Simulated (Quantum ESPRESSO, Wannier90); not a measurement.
Wannierisation of CsPbBr$_{3}$ (cubic perovskite)

```
begin unit_cell_cart
ang
    5.9486300000    0.0000000000    0.0000000000
    0.0000000000    5.9486300000    0.0000000000
    0.0000000000    0.0000000000    5.9486300000
end unit_cell_cart
begin atoms_frac
Cs   0.0000000000  0.0000000000  0.0000000000
Pb   0.5000000000  0.5000000000  0.5000000000
Br   0.5000000000  0.5000000000  0.0000000000
Br   0.0000000000  0.5000000000  0.5000000000
Br   0.5000000000  0.0000000000  0.5000000000
end atoms_frac
```

Structure: Materials Project mp-600089, symmetrised, not relaxed again. COD (Crystallography Open Database) records the formula in this space group. Ideal cubic forms of this type are often high-temperature phases that distort on cooling; symmetry holds the cell here, and its stability was not tested. Level: PBEsol, no spin polarisation, no spin-orbit coupling; pw.x of Quantum ESPRESSO at 50 Ry with PseudoDojo potentials, 6×6×6 k-points, Wannier90. Density: 6×6×6 mesh, cold smearing 0.01 Ry. Spin-orbit coupling is left out although heavy elements are present.

Bands 7-9 form an isolated set from -14.49 to -13.85 eV relative to the valence-band maximum (on the path) and are turned into 3 Wannier functions by minimising the spread from the start: atomic waves Br 4s.

Q: Where do the functions sit, how wide are they and what are they made of?

A: 
```json
[
 {"functions": "3", "spread (Å²)": "1.21", "nearest atom, distance (Å)": "Br 0.00", "second atom, distance (Å)": "Pb 2.97", "weight on atomic waves": "Br 4s 91 %, Pb 6p 5 %"}
]
```

Ω_I = 3.62 Å², Ω_total = 3.62 Å²; the interpolated bands follow pw.x to 0.0 meV rms on the path. Only this start was tried; a symmetric start can stop on a saddle, and mixtures of these functions could lower the total by at most Ω_total − Ω_I.
